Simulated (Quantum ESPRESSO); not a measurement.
## Calculated data, Mg2GaClO3 (made-up cell, one site empty)

All values are calculated (Quantum ESPRESSO 7.5). Calculation on a made-up crystal cell, not a measurement, with one named mistake planted (healthy values lack it): periodic Kohn-Sham density functional theory in plane waves with PseudoDojo standard norm-conserving scalar-relativistic pseudopotentials, each functional with its own files (v0.5 for PBE, v0.4.1 for LDA and PBEsol), no spin polarisation, no spin-orbit coupling, atoms not relaxed, stress positive in tension, energies less a fixed whole-eV offset for each atom's element; levels are Kohn-Sham levels at fractions of this cell's reciprocal vectors, counted from the reference band (half the neutral cell's valence electrons, rounded up) at Gamma; error bars cover cutoff and k-mesh only, not smearing or the files; each bar is the largest change over components, and at least 0.002 eV, 0.002 eV per angstrom or 0.02 GPa; a charged cell sits in a uniform background, with energy and stress on this program's zero of potential; energies are for the whole cell, and the offsets were chosen from early runs and are not element reference energies; a distance is the largest change of any value in units of its error bar (the energy's for the smearing term), a scale change is of lengths, and a coarse mesh keeps the half-step shift; machines and their load varied, so run times do not measure scaling.

## Mg2GaClO3 (made-up cell, one site empty)

Intended structure:
```
cell vectors (Å)
   4.6996    -0.0051    -0.0398
  -0.0051     4.7491     0.0499
  -0.0398     0.0499     4.8683
atoms (fractions of the cell vectors)
Ga -0.01016  0.01483  0.00194
Mg -0.00488  0.52912  0.48122
Mg  0.48619  0.47537 -0.00796
O   0.28035  0.23437  0.23414
O   0.22408  0.73069  0.72030
O   0.73222  0.22114  0.74394
Cl  0.73656  0.76266  0.24297
```

| Property | Result |
| --- | --- |
| lattice type | zincblende/diamond |
| empty site | 3 |
| intended functional | pbe |
| intended cutoff | 1143 eV |
| intended fermi dirac smearing | 0.025 eV |
| intended scf tolerance | 1e-07 eV |
| intended electrons removed | 0 |
| healthy free energy less offsets | 6.235 eV |
| healthy scf iterations | 13 |
| healthy smearing term minus ts | 0 eV |
| healthy pressure | 2.42 GPa |
| healthy stress xx | -3.52 GPa |
| healthy stress yy | -2.31 GPa |
| healthy stress zz | -1.42 GPa |
| healthy stress yz | 9.65 GPa |
| healthy stress xz | -4.26 GPa |
| healthy stress xy | -5.78 GPa |
| healthy reference band | 29 |
| fault kind | coarse kmesh |
| fault k points along each vector | 2 |
| faulty run command | pw.x -nk 1 -in in |
| faulty run processor | AMD EPYC, Zen 5 class, virtual cores |
| intended k mesh | 4 x 4 x 4, shifted by half a step |
| structure shown | as intended, without the mistake |
| faulty free energy less offsets | 6.269 eV |
| faulty scf iterations | 12 |
| faulty smearing term minus ts | 0 eV |
| faulty pressure | 2.515 GPa |
| faulty stress xx | -3.616 GPa |
| faulty stress yy | -2.407 GPa |
| faulty stress zz | -1.522 GPa |
| faulty stress yz | 9.664 GPa |
| faulty stress xz | -4.239 GPa |
| faulty stress xy | -5.78 GPa |
| faulty reference band | 29 |
| other mistakes compared | 7 |
| distance from healthy | 16.06 error bars |
| distance from nearest other mistake | 74.92 error bars |
| healthy error bar energy | 0.002117 eV |
| healthy error bar stress | 0.02818 GPa |
| healthy error bar force | 0.002715 eV/Å |
| healthy error bar next band up | 0.002 eV |
| faulty wall time of scf and band steps on a shared machine | 46.5 s |

Atoms:
```
atoms element  atom site  atom energy offset (eV)
           Ga          1                    -2080
           Mg          2                    -1617
           Mg          4                    -1617
            O          5                     -452
            O          6                     -452
            O          7                     -452
           Cl          8                     -449
```

Healthy forces:
```
site  x (eV/Å)  y (eV/Å)  z (eV/Å)
   1      3.88     3.297    -4.593
   2     3.495    -5.212     3.683
   4    -1.653    -1.545    -3.483
   5    -2.899    -0.276    -0.611
   6     -0.17      0.79     2.976
   7     1.672     0.643     1.575
   8    -4.324     2.304     0.453
```

Healthy levels:
```
level k point  next band up (eV)
        Gamma              1.611
(1/2,1/2,1/2)              2.858
   (0.15,0,0)              2.009
   (0,0.15,0)               2.01
   (0,0,0.15)              1.974
```

Faulty forces:
```
site  x (eV/Å)  y (eV/Å)  z (eV/Å)
   1     3.885     3.307    -4.603
   2     3.497    -5.212      3.69
   4    -1.657    -1.551    -3.485
   5    -2.909   -0.2796   -0.6274
   6   -0.1827    0.7889     2.983
   7     1.681    0.6382     1.592
   8    -4.314     2.308    0.4501
```

Faulty levels:
```
level k point  next band up (eV)
        Gamma              1.604
(1/2,1/2,1/2)              2.849
   (0.15,0,0)              2.002
   (0,0.15,0)              2.003
   (0,0,0.15)              1.967
```
